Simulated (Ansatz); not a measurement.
## InSb, a database entry at a rescaled volume

```yaml
crystal:
  lattice:
    - [0.00000, 3.23889, 3.23889]
    - [3.23889, 0.00000, 3.23889]
    - [3.23889, 3.23889, 0.00000]
  atoms:
    - { symbol: In, position: [0.00000, 0.00000, 0.00000] }
    - { symbol: Sb, position: [0.25000, 0.25000, 0.25000] }
```

The numbers come from plane-wave PAW DFT (Ansatz): r2SCAN, no spin polarisation, 500 eV, 9×9×9 Γ-centred k points, fermi-dirac occupations (width 0.1 eV). Nothing was relaxed.

Task: Are the atoms at rest?

Result: The forces vanish by the symmetry of the sites.

Task: What does the stress say?

Result: The pressure is 1.7 GPa (compression positive), so with the atoms held at these fractions the cell would first expand.

Task: What do density and ELF say about some of the short contacts?

Result: In–Sb at 2.81 Å: least valence density 0.36 e/Å³ and ELF 0.56 there. Both are smooth PAW fields, read partly inside the augmentation spheres.

Task: Metal or insulator?

Result: Counting bands on this mesh leaves a gap of 0.24 eV, but it is narrow, so a finer mesh and a narrower smearing would have to settle it.

Task: Is it stable against the elements?

Result: -0.24 eV an atom against the elements' usual phases (free molecules for gases, crystals otherwise, with no correction for O₂ or N₂), so it is bound against them; other compounds may still compete. Relaxing would lower it.

Task: Which element gives electrons and which takes them?

Result: Bader charges in e: In +0.53, Sb -0.53. In the mean In gives up most and Sb takes most.

Origin: a database entry at a rescaled volume. Caveats: the gap is not wide against the smearing.
